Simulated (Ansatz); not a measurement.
# Profile along the Sb–Ga line in GaSb (zinc blende)

GaSb (zinc blende)

```
GaSb
1.0
    0.00000     3.05574     3.05574
    3.05574     0.00000     3.05574
    3.05574     3.05574     0.00000
Sb Ga
1 1
Cartesian
  4.58361   4.58361   4.58361
  0.00000   0.00000   0.00000
```

Fields along a shortest Sb–Ga line of a {110} plane (2.65 Å), from Sb to Ga, interpolated on the slice's grid (step about 0.3 Å). Method: PBEsol (plane waves to 420 eV, PAW, scalar-relativistic; Ansatz, a program for electronic structure). k mesh 13×13×13. These are valence fields of a PAW run, semicore shells included where kept as valence: close to a nucleus they are smooth pseudo fields. At this level the bands of GaSb touch or barely overlap; measurements give the solid a gap. GaSb was relaxed with its symmetry unable to fall. Spin-orbit coupling is left out, though Sb is heavy.

```json
[
 {"distance from Sb (Å)": "0.00", "valence electron density (e/Å³)": "20.97", "electron localisation function": "x"},
 {"distance from Sb (Å)": "0.13", "valence electron density (e/Å³)": "20.79", "electron localisation function": "x"},
 {"distance from Sb (Å)": "0.27", "valence electron density (e/Å³)": "15.27", "electron localisation function": "x"},
 {"distance from Sb (Å)": "0.40", "valence electron density (e/Å³)": "9.20", "electron localisation function": "x"},
 {"distance from Sb (Å)": "0.53", "valence electron density (e/Å³)": "4.67", "electron localisation function": "0.07"},
 {"distance from Sb (Å)": "0.66", "valence electron density (e/Å³)": "2.23", "electron localisation function": "0.19"},
 {"distance from Sb (Å)": "0.80", "valence electron density (e/Å³)": "1.18", "electron localisation function": "0.30"},
 {"distance from Sb (Å)": "0.93", "valence electron density (e/Å³)": "0.76", "electron localisation function": "0.39"},
 {"distance from Sb (Å)": "1.06", "valence electron density (e/Å³)": "0.57", "electron localisation function": "0.49"},
 {"distance from Sb (Å)": "1.19", "valence electron density (e/Å³)": "0.47", "electron localisation function": "0.63"},
 {"distance from Sb (Å)": "1.32", "valence electron density (e/Å³)": "0.42", "electron localisation function": "0.70"},
 {"distance from Sb (Å)": "1.46", "valence electron density (e/Å³)": "0.40", "electron localisation function": "0.63"},
 {"distance from Sb (Å)": "1.59", "valence electron density (e/Å³)": "0.43", "electron localisation function": "0.47"},
 {"distance from Sb (Å)": "1.72", "valence electron density (e/Å³)": "0.52", "electron localisation function": "0.34"},
 {"distance from Sb (Å)": "1.86", "valence electron density (e/Å³)": "0.74", "electron localisation function": "0.27"},
 {"distance from Sb (Å)": "1.99", "valence electron density (e/Å³)": "1.35", "electron localisation function": "0.19"},
 {"distance from Sb (Å)": "2.12", "valence electron density (e/Å³)": "3.36", "electron localisation function": "0.12"},
 {"distance from Sb (Å)": "2.25", "valence electron density (e/Å³)": "9.68", "electron localisation function": "x"},
 {"distance from Sb (Å)": "2.38", "valence electron density (e/Å³)": "24.25", "electron localisation function": "x"},
 {"distance from Sb (Å)": "2.52", "valence electron density (e/Å³)": "43.18", "electron localisation function": "x"},
 {"distance from Sb (Å)": "2.65", "valence electron density (e/Å³)": "52.43", "electron localisation function": "x"}
]
```

x: too close to a nucleus for the ELF to mean much.

Density on the Sb–Ga line (2.65 Å) at its density minimum, 1.5 Å from Sb: 0.40 e/Å³. ELF at that point: 0.6. ELF maximum in the middle third of the Sb–Ga line: 0.70, 1.3 Å from Sb.
